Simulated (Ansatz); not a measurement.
ZnS (wurtzite, P6_3mc), a = 3.845 Å, b = 3.845 Å, c = 6.306 Å, α = 90.00°, β = 90.00°, γ = 120.00°.

Relaxed with PBE.

Question: Decompose the optical modes at the zone centre into irreducible representations, and say which are infrared and Raman allowed.

Answer: Point group 6mm: Γ_opt = A1 + 2B1 + E1 + 2E2. Infrared: A1, E1. Raman: A1, E1, E2.

Question: Assign frequencies (DFPT, the program Ansatz at the PBE level (PAW); without the LO–TO term).

Answer: E2 70, B1 188, A1 257, E1 263, E2 268, B1 321 cm⁻¹.

Subscripts of B labels follow the axes of the standard setting.

The PBE relaxation kept the symmetry of its start; phonons on a q-mesh show no instability.

Potentials: the later of the program's two PAW sets.
